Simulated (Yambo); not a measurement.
Yambo run on CaTiO$_{3}$ (space group I4/mcm, No. 140). The wavefunctions are norm-conserving LDA (Quantum ESPRESSO, 84 Ry, no spin-orbit coupling) ones on a 4×4×4 mesh (40 occupied bands); a = b = c = 5.441 Å, α = β = 120.85°, γ = 88.54°.

Yambo input:

```
rim_cut
HF_and_locXC
RandQpts= 1000000
RandGvec= 1 Ry
EXXRLvcs= 84 Ry
VXCRLvcs= 336 Ry
% QPkrange
 1 | 1 | 40 | 41 |
 2 | 2 | 40 | 41 |
 3 | 3 | 40 | 41 |
 6 | 6 | 40 | 41 |
 8 | 8 | 40 | 41 |
 13 | 13 | 40 | 41 |
%
```

k points by index: 1 = Γ, 2 = (0, 0, 0.25), 3 = X, 6 = N, 8 = P, 13 = Z.

Resulting energies as the program prints them:

```
#    K-point    Band    Eo [eV]    Ehf [eV]    Vxc [eV]    Vnlxc [eV]
#
    1    40    -0.065767    -4.980343    -20.18777    -25.10235
    1    41    2.303697    9.476173    -19.38374    -12.21126
    2    40    0.000000    -5.016327    -19.74427    -24.76059
    2    41    2.296711    9.826628    -19.36096    -11.83104
    3    40    -0.006862    -5.046838    -19.70001    -24.73999
    3    41    2.313123    10.04485    -19.51802    -11.78629
    6    40    -0.339295    -5.392317    -19.47263    -24.52565
    6    41    3.617477    11.68176    -20.36723    -12.30295
    8    40    -0.560132    -5.618287    -19.07025    -24.12841
    8    41    3.268016    10.95624    -20.52970    -12.84147
    13    40    -0.156283    -5.109885    -20.07124    -25.02484
    13    41    2.525066    10.26104    -19.83748    -12.10151
```
Exchange alone, without screening.

Geometry of the Materials Project entry, not relaxed at this level.

This is not the ordinary phase of the substance.
